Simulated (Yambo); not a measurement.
Yambo input for Rb2PtH6 (space group Fm-3m, No. 225) (a = 6.026 Å, b = 6.026 Å, c = 6.026 Å, α = 60.00°, β = 60.00°, γ = 60.00°), on norm-conserving LDA (Quantum ESPRESSO, 84 Ry, scalar-relativistic) wavefunctions on a 4×4×4 mesh:

```
optics
chi
dipoles
kernel
FFTGvecs= 40 Ry
Chimod= "HARTREE"
NGsBlkXd= 3 Ry
% QpntsRXd
 1 | 1 |
%
% BndsRnXd
 5 | 110 |
%
GrFnTpXd= "R"
% EnRngeXd
 0.0 | 20.0 | eV
%
% DmRngeXd
 0.2 | 0.2 | eV
%
CGrdSpXd= 50
ETStpsXd= 161
% LongDrXd
 1.0 | 0.0 | 0.0 |
%
```

First lines of the file o-*.eps_q1_inv_rpa_dyson:

```
Absorption @ Q(1):   1.00000000     0.00000000     0.00000000    [q->0 direction]
#
# [ X ] Hartree size     :  113
# [GEN] GF Energies     : Slater exchange(X)+Perdew & Wang(C)
# [GEN] Green`s Function     : Retarded
#
# [GEN] Gauge     : Length
# [GEN] [r,Vnl] included     : yes
#
#    E[1] [eV]     Im(eps)     Re(eps)     Im(eps_o)     Re(eps_o)
#
     0.000000     0.122815E-7     2.654966     0.46870E-17     3.426041
     0.125000     0.001425     2.655410     0.002711     3.426883
     0.250000     0.002857     2.656741     0.005440     3.429414
     0.375000     0.004305     2.658968     0.008203     3.433652
     0.500000     0.005775     2.662102     0.011021     3.439622
     0.625000     0.007277     2.666160     0.013912     3.447365
     0.750000     0.008820     2.671164     0.016898     3.456931
     0.875000     0.010412     2.677142     0.020002     3.468386
     1.000000     0.012065     2.684127     0.023248     3.481809
     1.125000     0.013790     2.692160     0.026667     3.497298
     1.250000     0.015600     2.701290     0.030291     3.514966
     1.375000     0.017512     2.711574     0.034158     3.534951
     1.500000     0.019541     2.723078     0.038313     3.557414
     1.625000     0.021709     2.735880     0.042809     3.582547
     1.750000     0.024039     2.750072     0.047709     3.610574
     1.875000     0.026563     2.765762     0.053091     3.641764
     2.000000     0.029313     2.783077     0.059050     3.676435
     2.125000     0.032337     2.802167     0.065707     3.714969
     2.250000     0.035687     2.823212     0.073214     3.757826
     2.375000     0.039438     2.846427     0.081768     3.805568
     2.500000     0.043682     2.872076     0.091633     3.858885
     2.625000     0.048549     2.900481     0.103166     3.918638
     2.750000     0.054217     2.932050     0.116866     3.985914
     2.875000     0.060948     2.967298     0.133465     4.062118
     3.000000     0.069145     3.006896     0.154078     4.149087
     3.125000     0.079473     3.051731     0.180519     4.249273
     3.250000     0.093122     3.102974     0.215978     4.365945
     3.375000     0.112443     3.162044     0.266626     4.503174
     3.500000     0.142517     3.229738     0.345478     4.663814
     3.625000     0.193282     3.300401     0.477404     4.835605
     3.750000     0.261600     3.345216     0.655031     4.954038
     3.875000     0.285726     3.376998     0.745429     5.062388
     4.000000     0.303389     3.476340     0.863782     5.340689
```
(The file goes on to the top of the energy range.) Convergence of the RPA response with its 4×4×4 mesh was not tested.

Spin-orbit coupling is not included.

Geometry of the Materials Project entry, not relaxed at this level.

The structure is a Materials Project entry; no match was found in the copy of COD used, and its stability was not checked.
